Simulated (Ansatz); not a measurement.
NbIr3:
```yaml
crystal:
  lattice:
    - [3.86109, 0.00000, 0.00000]
    - [0.00000, 3.86109, 0.00000]
    - [0.00000, 0.00000, 3.86109]
  atoms:
    - { symbol: Nb, position: [0.00000, 0.00000, 0.00000] }
    - { symbol: Ir, position: [0.50000, 0.50000, 0.00000] }
    - { symbol: Ir, position: [0.00000, 0.50000, 0.50000] }
    - { symbol: Ir, position: [0.50000, 0.00000, 0.50000] }
```

Relaxed with LDA. Special points in fractions of this cell's reciprocal vectors: Γ (0.000, 0.000, 0.000); X (0.000, 0.500, 0.000); M (0.500, 0.500, 0.000); R (0.500, 0.500, 0.500).

Question: List the band energies nearest the Fermi level at these points for LDA (plane waves, PAW; program Ansatz).

Answer: In eV from the Fermi level; about four levels below and three above (degenerate sets whole), none deeper than 8.9 eV; points with the same levels are listed once.

| k | below | above |
|---|---|---|
| Γ | -3.08 -3.08 -3.08 -0.45 -0.45 | 1.07 1.71 1.71 1.71 |
| X | -2.23 -1.68 -1.58 -1.58 | 0.03 0.25 0.25 |
| M | -2.11 -2.11 -1.21 -1.11 | 0.83 0.94 0.94 |
| R | -3.11 -3.11 -3.11 -2.62 -2.62 -0.50 | 0.37 0.37 0.37 |

Space group Pm-3m (Cu3Au type). The first step of the workflow began from a Materials Project structure, measured or hypothetical; the Crystallography Open Database files this formula in space group No. 221, but the cells were not matched. Its standing as an ambient phase is unchecked. The LDA relaxation kept the symmetry of its start; of distortions, only those at the zone centre were tested. No spin polarisation was allowed. Scalar-relativistic: spin–orbit coupling is off unless named, which matters more the heavier the elements.

Potentials: the later of the program's two PAW sets.
